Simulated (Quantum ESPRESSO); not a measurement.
Inputs of pw.x and gipaw.x (a modified build of Quantum ESPRESSO, PBE) for Cs₂LiScF₆; the starting potential comes from an earlier run on another mesh:

```
&CONTROL
  calculation = 'scf'
  prefix = 'x'
  pseudo_dir = './pseudo'
  outdir = './out'
  tprnfor = .true.
/
&SYSTEM
  ibrav = 0
  nat = 10
  ntyp = 4
  ecutwfc = 45
  ecutrho = 180
  occupations = 'fixed'
  nbnd = 37
/
&ELECTRONS
  conv_thr = 1e-11
  startingpot = 'file'
/
ATOMIC_SPECIES
Cs 132.905 Cs.GGA_PBE-JTH.UPF
Li 6.940 Li.GGA_PBE-JTH.UPF
Sc 44.956 Sc.GGA_PBE-JTH.UPF
F 18.998 F.GGA_PBE-JTH.UPF
CELL_PARAMETERS angstrom
    0.000000000000     4.395735000000     4.395735000000
    4.395735000000     0.000000000000     4.395735000000
    4.395735000000     4.395735000000     0.000000000000
ATOMIC_POSITIONS crystal
Cs     0.750000000000     0.750000000000     0.750000000000
Cs     0.250000000000     0.250000000000     0.250000000000
Li     0.500000000000     0.500000000000     0.500000000000
Sc     0.000000000000     0.000000000000     0.000000000000
F      0.765330000000     0.234670000000     0.234670000000
F      0.234670000000     0.765330000000     0.765330000000
F      0.234670000000     0.765330000000     0.234670000000
F      0.765330000000     0.234670000000     0.765330000000
F      0.234670000000     0.234670000000     0.765330000000
F      0.765330000000     0.765330000000     0.234670000000
K_POINTS automatic
3 3 3 1 1 1
```

```
&INPUTGIPAW
  job = 'nmr'
  prefix = 'x'
  tmp_dir = './out/'
  restart_mode = 'from_scratch'
  pawproj(1) = .true.
  pawproj(2) = .true.
  pawproj(3) = .true.
  pawproj(4) = .true.
  use_nmr_macroscopic_shape = .false.
/
```

The geometry is a computed Materials Project entry, not a measured one. It is Cs2LiScF6 in Fm-3m; whether this form has been observed was not checked. Stability against distortions was not tested. The run has no spin polarisation.

Question: Predict the shielding tensors that the run ends with.

Answer: 
```
     f-sum rule (should be   -62.7539):
           -62.7530          0.0000         -0.0000
             0.0000        -62.7530          0.0000
            -0.0000          0.0000        -62.7530

     Total NMR chemical shifts in ppm: ---------------------------------------
     (adopting the Simpson convention for anisotropy and asymmetry)-----------

     Atom  1  Cs  pos: (  1.060660  1.060660  1.060660)  Total sigma:        5461.72
          5461.7151         -0.0000         -0.0000
            -0.0000       5461.7151          0.0000
            -0.0000         -0.0000       5461.7151

     Cs      1    anisotropy:      0.00    eta:    0.0000

     Atom  2  Cs  pos: (  0.353553  0.353553  0.353553)  Total sigma:        5461.72
          5461.7151         -0.0000          0.0000
            -0.0000       5461.7151         -0.0000
             0.0000         -0.0000       5461.7151

     Cs      2    anisotropy:      0.00    eta:    0.0000

     Atom  3  Li  pos: (  0.707107  0.707107  0.707107)  Total sigma:          84.36
            84.3588         -0.0000          0.0000
            -0.0000         84.3588          0.0000
            -0.0000          0.0000         84.3588

     Li      3    anisotropy:      0.00    eta:    0.0000

     Atom  4  Sc  pos: (  0.000000  0.000000  0.000000)  Total sigma:         751.10
           751.1007          0.0000          0.0000
             0.0000        751.1007          0.0000
             0.0000          0.0000        751.1007

     Sc      4    anisotropy:      0.00    eta:    0.0000

     Atom  5  F   pos: (  0.331873  0.707107  0.707107)  Total sigma:         136.90
           274.6177          0.0000          0.0000
             0.0000         68.0377         -0.0000
             0.0000         -0.0000         68.0377

     F       5    anisotropy:    206.58    eta:    0.0000

     Atom  6  F   pos: (  1.082340  0.707107  0.707107)  Total sigma:         136.90
           274.6177         -0.0000          0.0000
            -0.0000         68.0377          0.0000
             0.0000          0.0000         68.0377

     F       6    anisotropy:    206.58    eta:    0.0000

     Atom  7  F   pos: (  0.707107  0.331873  0.707107)  Total sigma:         136.90
            68.0377          0.0000         -0.0000
             0.0000        274.6177         -0.0000
             0.0000         -0.0000         68.0377

     F       7    anisotropy:    206.58    eta:    0.0000

     Atom  8  F   pos: (  0.707107  1.082340  0.707107)  Total sigma:         136.90
            68.0377          0.0000         -0.0000
             0.0000        274.6177         -0.0000
            -0.0000         -0.0000         68.0377

     F       8    anisotropy:    206.58    eta:    0.0000

     Atom  9  F   pos: (  0.707107  0.707107  0.331873)  Total sigma:         136.90
            68.0377          0.0000         -0.0000
            -0.0000         68.0377          0.0000
            -0.0000          0.0000        274.6177

     F       9    anisotropy:    206.58    eta:    0.0000

     Atom 10  F   pos: (  0.707107  0.707107  1.082340)  Total sigma:         136.90
            68.0377         -0.0000         -0.0000
             0.0000         68.0377          0.0000
            -0.0000          0.0000        274.6177

     F      10    anisotropy:    206.58    eta:    0.0000
```
The printed anisotropy is 3/2 (σ_33 − σ_iso) in the program's own order; the axes are left out here. Anisotropies that symmetry doesn't fix are less certain than the isotropic values. These are absolute shieldings with no macroscopic susceptibility term; δ = σ_ref − σ needs a reference computed alike. By our sweeps, such settings leave a few ppm in absolute σ on light atoms and up to some 20 ppm from Zn on. No spin–orbit coupling; Cs is the heaviest element present. PBE places the empty d or f states of Sc too low, which is known to distort σ on and beside such ions. The structure is static (0 K, no zero-point motion).
